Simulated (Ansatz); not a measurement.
SnMo₂C in space group P6_3/mmc (No. 194; Sn on 2d, Mo on 4f, C on 2a) under volume change, plane-wave PAW PBEsol (Ansatz code), shape and atoms relaxed at each volume.

```json
[
 {"V (Å³/atom)": "13.138", "E − E(relaxed) (meV/atom)": "88.7", "P (GPa)": "23.85"},
 {"V (Å³/atom)": "13.571", "E − E(relaxed) (meV/atom)": "37.1", "P (GPa)": "14.56"},
 {"V (Å³/atom)": "14.004", "E − E(relaxed) (meV/atom)": "?", "P (GPa)": "?"},
 {"V (Å³/atom)": "14.438", "E − E(relaxed) (meV/atom)": "0.0", "P (GPa)": "0.00"},
 {"V (Å³/atom)": "14.871", "E − E(relaxed) (meV/atom)": "?", "P (GPa)": "?"},
 {"V (Å³/atom)": "15.304", "E − E(relaxed) (meV/atom)": "29.1", "P (GPa)": "-10.13"},
 {"V (Å³/atom)": "15.737", "E − E(relaxed) (meV/atom)": "61.7", "P (GPa)": "-13.86"}
]
```

Question: Complete the blanks.

Answer: 
- 14.004, E − E(relaxed) (meV/atom): 8.7
- 14.004, P (GPa): 6.64
- 14.871, E − E(relaxed) (meV/atom): 7.7
- 14.871, P (GPa): -5.54

Question: What does a third-order Birch–Murnaghan fit give for V₀, B₀ and B′?

Answer: V₀ = 14.44 Å³/atom, B₀ = 200 GPa, B′ = 5.0.

The start of the workflow was typed in or built on a structure type; neither database checked (COD, Materials Project) lists it. Its standing as an ambient phase is unchecked. The PBEsol relaxation kept the symmetry of its start; whether a distortion lowers the energy is not shown. The run is not spin-polarised. Spin–orbit coupling is left out wherever it is not named.

Potentials: the earlier of the program's two PAW sets. The files were generated under PBE; for other functionals the program regenerates the frozen cores, and for LDA and PBEsol the local potential too.
